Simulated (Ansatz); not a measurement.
Ta₂C: a phonon run with k mesh shifted by half a step

Theory: DFT LDA, scalar-relativistic, plane waves, PAW (Ansatz).

Launched with:
```bash
ansatz run input.yaml --threads 1 --pin off --max-ram 3072MiB --backend cpu --events-out ev --progress --plain --runs-dir out
```

Input (bare energies are in eV):
```yaml
crystal:
  lattice:
    - [3.0771279738, 0.0, 0.0]
    - [-1.5385639869, 2.664870996, 0.0]
    - [0.0, 0.0, 4.8881533035]
  atoms:
    - { symbol: Ta, position: [0.3333333333, 0.6666666667, 0.2530795643] }
    - { symbol: Ta, position: [0.6666666667, 0.3333333333, 0.7469204357] }
    - { symbol: C, position: [0.0, 0.0, 0.0] }
basis:
  ecutwfc: 420
kpoints:
  mp_grid: { grid: [18, 18, 10], shift: [0.5, 0.5, 0.5] }
hamiltonian:
  xc: lda
scf:
  occupations: { method: fermi_dirac, width: 0.15 }
output:
  eigenvalues: true
phonons:
  method: dfpt
```

From the output:
```
--- Phonons (Γ-DFPT): 4 representative perturbations + reference, on 1620 of 3240 k-points (Σ response iterations 26) ---
  k mesh reduced under 1 symmetry operation, with k and −k counted as one. Each operation leaves every solved perturbation unchanged. A smaller set is not used because it would not reduce the number of displacements ...
  ASR residual: 4.919e-4 → 0.000e0 eV/Å²; symmetrization residual: 4.409e-6 eV/Å²
  The mean over the crystal's operations that its state keeps, some of which do not keep the k mesh, moved the zone centre's force constants by up to 1.946e-2 eV/Å²
  ASR residual per site (eV/Å²): 4.92e-4 4.92e-4 7.51e-5
  Γ frequencies (cm⁻¹): 0.00 0.00 0.00 130.32 130.32 220.68 655.25 673.96 673.96
  non-analytic LO–TO correction: not included (Born effective charges unavailable; polar crystals: no LO–TO splitting at Γ)
```

It took 13 min on 1 thread of Arm Neoverse V2, on a shared host, peak memory 2.7 GiB.

Beside the reference run (Settings: 420 eV plane-wave cutoff, Γ-centred 18×18×10 mesh, Fermi-Dirac smearing of 0.15 eV. No spin polarisation. Phonons by linear response, acoustic sum rule imposed.), the optical modes at Γ (cm⁻¹, by rank, not all listed, no LO field; i marks imaginary):
```
                      setting mode 1  mode 3  mode 4  mode 5
                reference run     130     220     655     674
k mesh shifted by half a step     130     221     655     674
```

In a metal, frequencies and elastic constants depend on the k mesh and the smearing, soft modes and shear constants most. Spin–orbit coupling is left out, which can shift energies with elements as heavy as these.